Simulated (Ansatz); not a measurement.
## AgB$_{2}$: hydrostatic pressure series

These are results of DFT r2SCAN, scalar-relativistic, plane waves, PAW in Ansatz 0.2.0, not measurements. Settings: 500 eV cutoff, 18×18×10 k-mesh, Gaussian smearing of 0.10 eV, no spin polarisation.

Reference structure (relaxed):

```yaml
crystal:
  lattice:
    - [3.01289, 0.00000, 0.00000]
    - [-1.50644, 2.60924, 0.00000]
    - [0.00000, 0.00000, 4.06488]
  atoms:
    - { symbol: Ag, position: [0.00000, 0.00000, 0.00000] }
    - { symbol: B, position: [0.33333, 0.66667, 0.50000] }
    - { symbol: B, position: [0.66667, 0.33333, 0.50000] }
```

Cell and atoms are relaxed at each pressure within the symmetry of the start, at zero temperature, so transitions that lower the symmetry aren't seen. The k-mesh given is that at zero pressure and may differ at others.

Question: Give the structure at -3 GPa.

Answer:
```yaml
crystal:
  lattice:
    - [3.02756, 0.00000, 0.00000]
    - [-1.51378, 2.62195, 0.00000]
    - [0.00000, 0.00000, 4.11466]
  atoms:
    - { symbol: Ag, position: [0.00000, 0.00000, 0.00000] }
    - { symbol: B, position: [0.33333, 0.66667, 0.50000] }
    - { symbol: B, position: [0.66667, 0.33333, 0.50000] }
```
The structure is hexagonal, space group P6/mmm (No. 191). The conventional cell has a = 3.028 Å, b = 3.028 Å, c = 4.115 Å, α = 90.00°, β = 90.00°, γ = 120.00°. Ag (site symmetry 6/mmm) has 12 B at 2.70 Å and 6 Ag at 3.03 Å as nearest neighbours. B (site symmetry -6m2) is surrounded by 3 B at 1.75 Å.